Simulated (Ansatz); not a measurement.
SnTe:
```
CELL_PARAMETERS angstrom
      0.00000     3.20472     3.20472
      3.20472     0.00000     3.20472
      3.20472     3.20472     0.00000
ATOMIC_POSITIONS crystal
  Sn 0.00000 0.00000 0.00000
  Te 0.50000 0.50000 0.50000
```

Relaxed with PBE. Special points in fractions of this cell's reciprocal vectors: Γ (0.000, 0.000, 0.000); X (0.500, 0.000, 0.500); U (0.625, 0.250, 0.625); K (0.375, 0.375, 0.750); L (0.500, 0.500, 0.500); W (0.500, 0.250, 0.750).

**Question.** List the band energies nearest the valence-band maximum at these points for PBE in the plane-wave PAW code Ansatz.

**Answer.** In eV from the valence-band maximum; about four levels below and three above (degenerate sets whole), none deeper than 8.9 eV; points with the same levels are listed once.

```csv
k,below,above
Γ,-4.87 -2.00 -2.00 -2.00,3.25 3.25 3.25
X,-6.43 -5.22 -3.49 -3.49,2.39 4.68 4.68
U,-7.24 -4.84 -3.03 -2.58,2.92 3.00 4.23
L,-8.07 -1.68 -1.68 0.00,0.05 0.45 0.45
W,-7.21 -4.51 -4.51 -0.81,0.86 4.60 4.60
```

Space group Fm-3m (rock salt). The cell was relaxed with PBE under the symmetry of its start. Spin–orbit coupling is left out wherever it is not named.

Potentials: the later of the program's two PAW sets.
